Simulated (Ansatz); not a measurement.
Level of theory: DFT PBE, scalar-relativistic, plane waves, PAW (Ansatz). All cells share a 420 eV cutoff and Γ-centred k meshes spaced at most about 0.3 Å⁻¹ (about 0.25 or finer for metals, 2π included). No spin polarisation in the final relaxations.

Temperature and zero-point effects are left out. All come from trial cells, and lower structures may exist.

Problem. These unrelaxed guesses for AgBr₂ are each relaxed within their symmetry. Order them by the energy at which they end, lowest first.
A.

```
Ag Br
1.0
     0.00000    2.92200    2.92200
     2.92200    0.00000    2.92200
     2.92200    2.92200    0.00000
Ag Br
1 2
Cartesian
  0.0000 0.0000 0.0000
  1.4610 1.4610 1.4610
  4.3830 4.3830 4.3830
```

B.

```
Ag Br
1.0
     4.43521    0.00000    0.00000
     0.00000    4.43521    0.00000
     0.00000    0.00000    6.27233
Ag Br
1 2
Direct
  0.00000 0.00000 0.00000
  0.50000 0.00000 0.25000
  0.00000 0.50000 0.75000
```

Solution. B (ends in P-4m2, 0 meV/atom), A (ends in Fm-3m, fluorite type, 110 meV/atom).

No dispersion correction is applied, so the spacing and binding between layers, chains or molecules are poorly described (P-4m2), and this can change margins and order among such cells. In P-4m2, Fm-3m an odd number of electrons in the primitive cell allows no gap without spin; a larger cell or a magnetic state could open one. Cells relaxed within their symmetry can be saddle points. Some structure types and database cells were kept out of the candidates from the start, so a known form may be missing.
